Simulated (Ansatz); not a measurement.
TiN:
```xyz
2
Lattice="0.0000 2.1233 2.1233 2.1233 0.0000 2.1233 2.1233 2.1233 0.0000" Properties=species:S:1:pos:R:3 pbc="T T T"
Ti     0.0000     0.0000     0.0000
N      2.1233     2.1233     2.1233
```

Relaxed with PBE.

Task: List the phonon frequencies at the special points (DFPT on a 5×5×5 q-mesh, Fourier-interpolated; PBE (plane waves, PAW; program Ansatz)).

Result: In cm⁻¹; no LO–TO term at Γ, as the run had none.

```json
[
 {"q": "Γ", "frequencies": "0 0 0 504 504 504"},
 {"q": "X", "frequencies": "265 265 286 520 520 540"},
 {"q": "U", "frequencies": "228 271 290 524 536 546"},
 {"q": "K", "frequencies": "228 271 290 524 536 546"},
 {"q": "L", "frequencies": "183 183 293 524 524 587"},
 {"q": "W", "frequencies": "201 283 283 523 523 540"}
]
```

Space group Fm-3m (rock salt). Symmetry was held in the PBE relaxation; phonons on a q-mesh show no instability. No spin polarisation was allowed. With an odd number of electrons in the cell and no spin polarisation, the count alone makes it a metal. As this level gives no gap, phonon frequencies hold no LO–TO term and depend on the k-mesh and smearing (Fermi–Dirac, 0.1 eV here).

Potentials: the later of the program's two PAW sets.
